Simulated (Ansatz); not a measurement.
**TiSn3O8 (P-4m2) at 3 levels of theory**

One geometry, relaxed with PBE; plane waves with PAW potentials in Ansatz, scalar-relativistic. No spin polarisation. +U rows take U_eff Ti 4.00 eV on the d shells. Gaps are the least over mesh and band path; pressure is positive in compression.

```yaml
crystal:
  lattice:
    - [3.97052, 0.00000, 0.00000]
    - [0.00000, 3.97052, 0.00000]
    - [0.00000, 0.00000, 10.36069]
  atoms:
    - { symbol: Ti, position: [0.50000, 0.50000, 0.00000] }
    - { symbol: Sn, position: [0.00000, 0.50000, 0.24354] }
    - { symbol: Sn, position: [0.50000, 0.00000, 0.75646] }
    - { symbol: Sn, position: [0.00000, 0.00000, 0.50000] }
    - { symbol: O, position: [0.00000, 0.50000, 0.44850] }
    - { symbol: O, position: [0.50000, 0.00000, 0.96037] }
    - { symbol: O, position: [0.00000, 0.00000, 0.70480] }
    - { symbol: O, position: [0.50000, 0.50000, 0.19105] }
    - { symbol: O, position: [0.00000, 0.00000, 0.29520] }
    - { symbol: O, position: [0.50000, 0.50000, 0.80895] }
    - { symbol: O, position: [0.00000, 0.50000, 0.03963] }
    - { symbol: O, position: [0.50000, 0.00000, 0.55150] }
```

```json
{"level": "PBE", "cutoff (eV)": "420", "k mesh": "8×8×4", "gap (eV)": "1.79", "pressure (GPa)": "0.0"}
```

Problem. What comes out on the same cell with r2SCAN, PBE+U?

Solution.
| level | cutoff (eV) | k mesh | gap (eV) | pressure (GPa) |
| --- | --- | --- | --- | --- |
| r2SCAN | 500 | 8×8×4 | 2.32 | -6.2 |
| PBE+U | 420 | 8×8×4 | 1.77 | 0.5 |

The cell was found from a structure generator's guess, not taken from experiment.
